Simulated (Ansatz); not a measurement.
# CdSe: what each run costs

Cell: 4 atoms, space group P6_3mc, a = 4.346 Å, b = 4.346 Å, c = 7.090 Å, α = 90.00°, β = 90.00°, γ = 120.00°.

All runs are DFT with Ansatz 0.2.0 on 1 thread of Intel Xeon 6975P-C (Granite Rapids) (x86_64; 44 cores open to the job, memory cap 2.5 GiB, no GPU), a shared host.

(1) Rank the runs by wall time, shortest first.
A. dielectric tensor by linear response, PBE, 420 eV, 7×7×4 k-points, fixed occupations
B. single point, PBE, 420 eV, 7×7×4 k-points, smearing 0.02 eV
C. core holes on 2 sites, PBE, 420 eV, 3×3×3 k-points, fixed occupations, 12 atoms

Answers

(1) B (13 s, 0.48 GiB), C (75 s, 0.8 GiB), A (2.2 min, 1.1 GiB).
